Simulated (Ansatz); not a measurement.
ScAg3:
```yaml
crystal:
  lattice:
    - [4.20475, 0.00000, 0.00000]
    - [0.00000, 4.20475, 0.00000]
    - [0.00000, 0.00000, 4.20475]
  atoms:
    - { symbol: Ag, position: [0.00000, 0.50000, 0.50000] }
    - { symbol: Ag, position: [0.50000, 0.50000, 0.00000] }
    - { symbol: Ag, position: [0.50000, 0.00000, 0.50000] }
    - { symbol: Sc, position: [0.00000, 0.00000, 0.00000] }
```

Relaxed with r²SCAN. Special points in fractions of this cell's reciprocal vectors: Γ (0.000, 0.000, 0.000); X (0.000, 0.500, 0.000); M (0.500, 0.500, 0.000); R (0.500, 0.500, 0.500).

### Question
List the band energies nearest the Fermi level at these points for r²SCAN with spin–orbit coupling (plane waves, PAW; program Ansatz).

### Answer
In eV from the Fermi level; about four levels below and three above (degenerate sets whole), none deeper than 8.9 eV; … stands for higher levels left out; points with the same levels are listed once.

```
k                    below                above
-  -----------------------  -------------------
Γ  -3.48 -3.48 -3.48 -3.48  0.79 0.79 0.79 0.79
X  -4.08 -4.08 -3.54 -3.54  0.34 0.34 0.38 0.38
M  -1.17 -1.17 -1.12 -1.12  0.78 0.78 0.79 0.79
R  -0.02 -0.02 -0.02 -0.02                    …
```

Space group Pm-3m (Cu3Au type). The start of the workflow was typed in or built on a structure type; neither database checked (COD, Materials Project) lists it. Whether it is the stable phase at ambient conditions was not checked. Symmetry was held in the r²SCAN relaxation; whether a distortion lowers the energy is not shown. The run is not spin-polarised.

Potentials: the earlier of the program's two PAW sets.
